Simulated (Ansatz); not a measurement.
Consider the following.

GaN:
```cif
data_Ga2N2
_chemical_formula_sum 'Ga2 N2'
_space_group_name_H-M_alt 'P63/mmc'
_space_group_IT_number 194
_space_group_name_Hall '-P 6c 2c'
_cell_length_a 3.15410
_cell_length_b 3.15410
_cell_length_c 7.59892
_cell_angle_alpha 90.000
_cell_angle_beta 90.000
_cell_angle_gamma 120.000
loop_
_atom_site_label
_atom_site_type_symbol
_atom_site_symmetry_multiplicity
_atom_site_Wyckoff_symbol
_atom_site_fract_x
_atom_site_fract_y
_atom_site_fract_z
_atom_site_occupancy
Ga1 Ga 2 d 0.66667 0.33333 0.25000 1
N1 N 2 b 0.00000 0.00000 0.25000 1
```

This is the LDA-relaxed structure.

**Question.** All from LDA in the plane-wave PAW code Ansatz, unless another level is named. Predict the hole effective mass.

**Answer.** 1.2, 1.5, 1.5 mₑ (principal values).

**Question.** Predict the electron effective mass.

**Answer.** 0.20, 0.20, 0.36 mₑ (principal values).

**Question.** Next, the weight of the conduction-edge state by species (Voronoi cells)?

**Answer.** Ga 54 %, N 46 %.

Space group P6_3/mmc. The workflow started from a Materials Project entry (that database holds measured and hypothetical structures alike); the Crystallography Open Database copy checked does not list it. It is not the phase usual at ambient conditions (space group No. 186, 216). The LDA relaxation kept the symmetry of its start; phonons on a q-mesh show weakly imaginary modes. A crystal of weakly bound layers computed without a dispersion correction: the cell and the soft elastic constants depend strongly on that. Scalar-relativistic: spin–orbit coupling is off unless named, which matters more the heavier the elements.

Potentials: the earlier of the program's two PAW sets.

Edges and masses are those of Kohn–Sham bands, whose gap is no quasiparticle gap.
